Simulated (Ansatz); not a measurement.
ScSi in space group Cmcm (No. 63; Sc on 4c, Si on 4c) at seven volumes, PBEsol (plane waves, PAW; program Ansatz), shape and atoms relaxed at each. One row is withheld.

```tsv
V (Å³/atom)	P (GPa)
16.049	12.34
16.578	?
17.107	3.51
17.636	0.00
18.165	-3.02
18.694	-5.60
19.223	-7.82
```

Q: Fit the shown pressures and predict the withheld one.

A: P = (3/2)B₀(x^(7/2) − x^(5/2))[1 + (3/4)(B′ − 4)(x − 1)] with x = (V₀/V)^(2/3). Least squares on the six rows gives V₀ = 17.636 Å³/atom, B₀ = 108 GPa, B′ = 4.05. At V = 16.578, x = 1.0421 and P = 7.57 GPa. The run itself gave 7.59 GPa.

The first step of the workflow began from a Materials Project structure, measured or hypothetical; the Crystallography Open Database copy checked does not list it. Its standing as an ambient phase is unchecked. Symmetry was held in the PBEsol relaxation; of distortions, only those at the zone centre were tested. The run is not spin-polarised.

Potentials: the later of the program's two PAW sets.
